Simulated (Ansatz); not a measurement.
A plane-wave run on AgCl4

input.yaml (Ansatz 0.2.0)

```yaml
crystal:
  lattice:
    - [-4.105489, 4.105489, 3.61811]
    - [4.105489, -4.105489, 3.61811]
    - [4.105489, 4.105489, -3.61811]
  atoms:
    - { symbol: Ag, position: [0.125, 0.875, 0.25] }
    - { symbol: Ag, position: [0.875, 0.125, 0.75] }
    - { symbol: Cl, position: [0.356, 0.795, 0.561] }
    - { symbol: Cl, position: [0.795, 0.734, 0.439] }
    - { symbol: Cl, position: [0.734, 0.795, 0.939] }
    - { symbol: Cl, position: [0.795, 0.356, 0.061] }
    - { symbol: Cl, position: [0.644, 0.205, 0.439] }
    - { symbol: Cl, position: [0.205, 0.644, 0.939] }
    - { symbol: Cl, position: [0.266, 0.205, 0.061] }
    - { symbol: Cl, position: [0.205, 0.266, 0.561] }
  symmetry: { tolerance: 0.0003 }
kpoints:
  mp_grid: { grid: [6, 6, 6], shift: [0, 0, 0] }
  band_path:
    path:
      - [0.0, 0.0, 0.0]
      - [0.0, 0.0, 0.5]
      - [-0.5, 0.5, 0.5]
      - [0.0, 0.0, 0.0]
      - [0.44416626, 0.44416626, -0.44416626]
      - [-0.44416626, 0.55583374, 0.44416626]
      - [-0.5, 0.5, 0.5]
      - [0.0, 0.0, 0.5]
      - [0.25, 0.25, 0.25]
      - [0.0, 0.5, 0.0]
      - [0.0, 0.0, 0.0]
    npoints: 6
magnetization:
  spin_polarized: false
scf:
  occupations: { method: fermi_dirac, width: 0.0457 }
  lower_state_search: "off"
  max_iter: 200
hamiltonian:
  pseudopotentials: { kind: paw }
  xc: r2scan
basis:
  ecutwfc: 500
  fft_grid_basis: typed
output:
  forces: true
  stress: true
  eigenvalues: true
  bader: true
  populations: true
  elf: true
  write_potential: true
  volumetric_format: npy
  dos:
    e_range: [-12, 8]
    de: 0.05
    projected: { site_lists: { Ag: [Ag], Cl: [Cl] } }
checkpoint:
  read: saved_state
```

The saved state is an earlier solution for the same cell, perhaps on another mesh. 

Excerpt of what it printed:

```
SCF iter   1: F=-23875.1258 eV  Δρ=7.91e-4  dr2=9.16e-4  dr2_τ=7.28e-4
SCF iter   2: F=-23875.1261 eV  Δρ=5.34e-4  dr2=4.01e-4  dr2_τ=1.06e-5
SCF iter   3: F=-23875.1262 eV  Δρ=9.03e-5  dr2=3.16e-5  dr2_τ=1.93e-6
SCF iter   4: F=-23875.1261 eV  Δρ=4.61e-5  dr2=8.66e-6  dr2_τ=8.47e-8
SCF iter   5: F=-23875.1261 eV  Δρ=1.86e-5  dr2=1.77e-6  dr2_τ=4.17e-8
SCF iter   6: F=-23875.1261 eV  Δρ=7.33e-6  dr2=1.34e-7  dr2_τ=6.95e-9
SCF iter   7: F=-23875.1261 eV  Δρ=1.77e-6  dr2=5.53e-9  dr2_τ=1.34e-9
Free energy (F): -23875.1261 eV
Harris-Foulkes:  -23875.1261 eV  (|F-HF|=4.79e-9)
Internal energy: -23874.9912 eV  (E = F + TS)
E sigma→0 (E₀):  -23875.0587 eV
Entropy (-TS):   -0.1349 eV (-13.489 meV/atom)
Fermi energy:    2.6580 eV
--- Per-component energies (eV) ---
  E_band       = -1153.6146
  E_kinetic    = 2313.1896
  E_local      = -9842.4920  (includes V_loc(G=0)·N_el)
  E_nonlocal   = 393.9310
  E_hartree    = 4139.0214
  E_xc         = -1172.3155
  E_vxc        = -1577.9200  (∫ρ·V_xc dr)
  E_paw        = -13173.1486  (= ΣΔE_a)
  E_vpaw       = -811.3499  (= ΣTr[D̂ρ^β])
  E_aug_tail   = 0.0004  (compensation charges beyond the density's cutoff)
  E_vtau       = 92.9893  (kinetic-family band-sum trace: ∫τ·v_τ [+ j·A + Jᵃ·Aᵃ] dr)
  E_ewald      = -6531.0676
  E_core_change = -2.1099  (= ΣΔE_core)
  E_smearing   = -0.1349  (= −TS)
--- Forces (eV/Å), atoms counted from 1 ---
  atom   1  Ag     0.0000     0.0000     0.0000
  atom   2  Ag     0.0000     0.0000     0.0000
  atom   3  Cl     0.0000    -0.2309     0.1407
  atom   4  Cl     0.2309     0.0000     0.1407
  atom   5  Cl     0.0000     0.2309     0.1407
  atom   6  Cl    -0.2309     0.0000     0.1407
  atom   7  Cl     0.0000     0.2309    -0.1407
  atom   8  Cl     0.2309     0.0000    -0.1407
  atom   9  Cl     0.0000    -0.2309    -0.1407
  atom  10  Cl    -0.2309     0.0000    -0.1407
--- Stress (GPa, compression-positive) ---
       -4.2856       0.0000       0.0000
        0.0000      -4.2856       0.0000
        0.0000       0.0000      -0.5635
  P = ⅓ Tr σ = -3.0449 GPa (-30.449 kbar)
--- Löwdin populations: 10 sites ---
  site symbol       q [e]
     0     Ag     18.0490
     1     Ag     18.0490
     2     Cl      7.2015
     3     Cl      7.2015
     4     Cl      7.2015
     5     Cl      7.2015
     6     Cl      7.2015
     7     Cl      7.2015
     8     Cl      7.2015
     9     Cl      7.2015
  spilling = 0.0031 (of n_electrons = 94.0000)
--- Bader charges: 10 sites ---
  site symbol  charge [e]  shift [e]
     0     Ag      0.9048     0.0017
     1     Ag      0.9048     0.0017
     2     Cl     -0.2262     0.0004
     3     Cl     -0.2262     0.0004
     4     Cl     -0.2262     0.0004
     5     Cl     -0.2262     0.0004
     6     Cl     -0.2262     0.0004
     7     Cl     -0.2262     0.0004
     8     Cl     -0.2262     0.0004
     9     Cl     -0.2262     0.0004
```

Absolute energies hang on the potentials; compare differences alone.

Origin: a known structure type with other elements, at an estimated volume, so it need not be a known compound. Caveats: many states at the Fermi level without spin polarisation, so a magnetic state may lie lower.
